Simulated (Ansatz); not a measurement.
Given:

Li2Pt:
```
Li2Pt
1.0
    4.14657     0.00000     0.00000
   -2.07329     3.59104     0.00000
    0.00000     0.00000     2.67409
Li Pt
2 1
Direct
  0.33333   0.66667   0.50000
  0.66667   0.33333   0.50000
  0.00000   0.00000   0.00000
```

This is the r²SCAN-relaxed structure.

**Question.** All from r²SCAN (plane waves, PAW; program Ansatz), unless another level is named. Predict the formation energy from the elements (no fitted shifts).

**Answer.** -0.55 eV/atom.

**Question.** Next, the density of states at the Fermi level?

**Answer.** 0.22 states/eV per atom (mean over ±0.08 eV).

Space group P6/mmm. The workflow started from a Materials Project entry (that database holds measured and hypothetical structures alike); the Crystallography Open Database files this formula in space group No. 191, but the cells were not matched. Whether it is the stable phase at ambient conditions was not checked. The cell was relaxed with r²SCAN under the symmetry of its start; its stability against distortions is not shown here. No spin polarisation was allowed. The references are the lowest solids computed at this level, not always the standard phases. Scalar-relativistic: spin–orbit coupling is off unless named, which matters more the heavier the elements.

Potentials: the later of the program's two PAW sets.
